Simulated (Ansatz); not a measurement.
Clamped-ion strain scan in ZrB

All numbers below come from DFT r2SCAN, scalar-relativistic, plane waves, PAW (Ansatz 0.2.0). The runs took a 500 eV cutoff, a Γ-centred 18×18×18 mesh and Gaussian smearing (0.15 eV). No spin polarisation. Energies are free energies at this smearing, counted from the undisturbed cell; pressure is positive in compression.

The undisturbed cell (as given, not relaxed at this level; it stands at 36.6 GPa, and it needn't be the usual structure):

```
Zr B
1.0
     0.00000    2.32500    2.32500
     2.32500    0.00000    2.32500
     2.32500    2.32500    0.00000
Zr B
1 1
Direct
  0.00000 0.00000 0.00000
  0.50000 0.50000 0.50000
```

The cell is strained by ε times the Voigt pattern (0, 0, 0, 0, 1, 0) (xx, yy, zz, yz, xz, xy; engineering shear) with fractional coordinates fixed. The cell is metallic on the mesh throughout. At 37 GPa the given cell is far from its own equilibrium, so these figures belong to a strongly strained crystal.

```tsv
ε	ΔE (meV/atom)	stress summed along the pattern (GPa, tension positive)	pressure (GPa)
-0.0600	11.4	-3.69	36.8
-0.0300	2.9	-1.90	36.7
0.0000	0.0	0.00	36.6
0.0150	?	?	36.7
0.0450	6.5	2.84	36.7
```

Problem. Give the withheld values.

Solution. ΔE (meV/atom) at ε = 0.0150: 0.7; stress summed along the pattern (GPa, tension positive) at ε = 0.0150: 0.94.